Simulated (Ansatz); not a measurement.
Is this Al4BSbP2 structure a true minimum?

The cell was found from a proposed guess, not taken from experiment.

The calculation used DFT PBE, scalar-relativistic, plane waves, PAW in Ansatz 0.2.0. Plane waves to 420 eV, a k mesh through Γ of 4×6×6 on the computed 16-atom cell and Gaussian smearing (0.10 eV); no spin polarisation.

The cell below (16 atoms, space group Pmn2_1 (No. 31)) is relaxed within its symmetry.

```
Al B Sb P
1.0
     7.27022    0.00000    0.00000
     0.00000    6.94738    0.00000
     0.00000    0.00000    6.61022
Al B Sb P
8 2 2 4
Direct
  0.79982 0.65185 0.85866
  0.00000 0.12974 0.92518
  0.00000 0.80010 0.32450
  0.20018 0.65185 0.85866
  0.70018 0.34815 0.35866
  0.50000 0.87026 0.42518
  0.50000 0.19990 0.82450
  0.29982 0.34815 0.35866
  0.00000 0.83424 0.00708
  0.50000 0.16576 0.50708
  0.00000 0.14653 0.51389
  0.50000 0.85347 0.01389
  0.74947 0.65916 0.50102
  0.25053 0.65916 0.50102
  0.75053 0.34084 0.00102
  0.24947 0.34084 0.00102
```

For the test it was strained at random (σ = 1.5 % a component), the atoms were moved at random (σ = 0.05 Å), and all was relaxed again on a coarse 4×4×4 mesh (in the run’s order of axes) with 0.20 eV smearing, with no symmetry imposed.

These runs have no spin–orbit coupling, which can matter for Sb.

Question: Does it come back?

Answer: It returns, within 1 meV/atom of the unmoved cell on that mesh and with the same symmetry when read at 0.1 Å (Pm at 0.01 Å, so small strains and shifts remain). No instability shows in this cell; modes of other wave vectors, which need another repeat, aren't tested.
